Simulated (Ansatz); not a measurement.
A structure of CuI relaxed with PBEsol (plane waves to 420 eV, PAW, scalar-relativistic; Ansatz, a program for electronic structure); single points at other levels follow on the same geometry (Ansatz, PAW; PBEsol+SOC at 420 eV on a 10×10×10 k-mesh; spin-orbit coupling only where +SOC is written). Space group F-43m (No. 216).

Space group F-43m (No. 216); a = 5.9391 Å, b = 5.9391 Å, c = 5.9391 Å, α = 90.00°, β = 90.00°, γ = 90.00°

```tsv
atom	site	symmetry	x	y	z
Cu	4b	-43m	0.5000	0.5000	0.5000
I	4c	-43m	0.2500	0.2500	0.2500
```
(The calculation used a cell of 2 atoms; values per cell refer to that cell.)

```json
[
 {"level": "PBEsol", "gap (eV)": "1.17", "kind": "direct", "conduction minimum": "Γ"},
 {"level": "PBEsol+SOC", "gap (eV)": "(withheld)", "kind": "(withheld)", "conduction minimum": "(withheld)"}
]
```

Q: Fill in the missing entries.

A: 
- PBEsol+SOC, gap (eV): 1.00
- PBEsol+SOC, kind: direct
- PBEsol+SOC, conduction minimum: Γ

The shift from spin-orbit coupling is approximate. No spin polarisation in the result.

Measured for CuI: a 6.053 Å (as listed in arXiv:2305.18931). Computed minus measured — a: PBEsol -1.9 %. The computed values are for a static lattice.

It was reached from a disturbed copy of a Pm-3m (No. 221) cell (CsCl type), against which it lies -0.71 eV/atom.
